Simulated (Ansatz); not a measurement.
Convergence notes, G0W0 on Mg₂NCl (R-3m)

A 4-atom cell of Mg₂NCl (R-3m) from a materials database, relaxed with r2SCAN; one-shot G0W0 in Ansatz without spin-orbit coupling. The values are computed, spin-unpolarised, and not measurements.

```xyz
4
Lattice="1.6466 0.9507 5.9380 -1.6466 0.9507 5.9380 0.0000 -1.9013 5.9380" Properties=species:S:1:pos:R:3 pbc="T T T"
Mg    0.0000    0.0000    3.9709
Mg    0.0000    0.0000   13.8430
N     0.0000    0.0000    8.9069
Cl    0.0000    0.0000    0.0000
```

Gaps are read over the mesh points alone. G0W0 here is at a finite number of bands, screening cutoff and k mesh, not at the basis limit.

| start | potentials | frequency model | mesh | empty bands | screening cutoff (eV) | Kohn-Sham gap (eV) | G0W0 gap (eV) | rough cost |
| --- | --- | --- | --- | --- | --- | --- | --- | --- |
| PBE | PAW | contour deformation | 4×4×4 | 90 | 80 | 2.42 | 3.61 | 60 core-seconds |
| PBE | PAW | contour deformation | 4×4×4 | 209 | 140 | 2.42 | 3.79 | 3 core-minutes |
| PBE | PAW | contour deformation | 4×4×4 | 385 | 210 | 2.42 | 3.86 | 10 core-minutes |
| HSE06 | PAW | contour deformation | 4×4×4 | 209 | 140 | 3.66 | 4.43 | 6 core-minutes |
| LDA | PAW | contour deformation | 4×4×4 | 209 | 140 | 2.34 | 3.78 | 3 core-minutes |
| r2SCAN | PAW | contour deformation | 4×4×4 | 209 | 140 | 3.11 | 4.15 | 3 core-minutes |
| PBE | PAW | Godby-Needs pole | 4×4×4 | 209 | 140 | 2.42 | 3.75 | 4 core-minutes |
| PBE | PAW | contour deformation | 6×6×6 | 90 | 80 | 2.44 | 3.63 | 9 core-minutes |
| PBE | norm-conserving | contour deformation | 4×4×4 | 209 | 140 | 2.43 | 3.79 | 11 core-minutes |

Over the mesh points the PBE gap of 2.42 eV becomes a quasiparticle gap of 3.86 eV (direct at Γ), a change of +1.44 eV. Renormalisation factors Z lie between 0.74 and 0.82.

Raising bands and cutoff together moves the gap by +0.18 eV (80 to 140 eV), then +0.07 eV (140 to 210 eV); the last step is still large, so the basis limit isn't reached. Starting from HSE06 (3.66 eV against PBE's 2.42 eV) gives 4.43 eV, +0.64 eV from G0W0@PBE at the same screening cutoff. Starting from LDA (2.34 eV against PBE's 2.42 eV) gives 3.78 eV, -0.01 eV from G0W0@PBE at the same screening cutoff. Starting from r2SCAN (3.11 eV against PBE's 2.42 eV) gives 4.15 eV, +0.36 eV from G0W0@PBE at the same screening cutoff. The Godby-Needs plasmon pole differs from contour deformation by -0.04 eV. A 6×6×6 mesh in place of 4×4×4 changes the opening over PBE by 0.00 eV (the gap on the mesh by +0.02 eV). Norm-conserving potentials (wave cutoff 1240 eV against 420 eV) shift the quasiparticle gap by 0.00 eV and the PBE gap by +0.01 eV. r2SCAN runs take a wave cutoff of 500 eV.
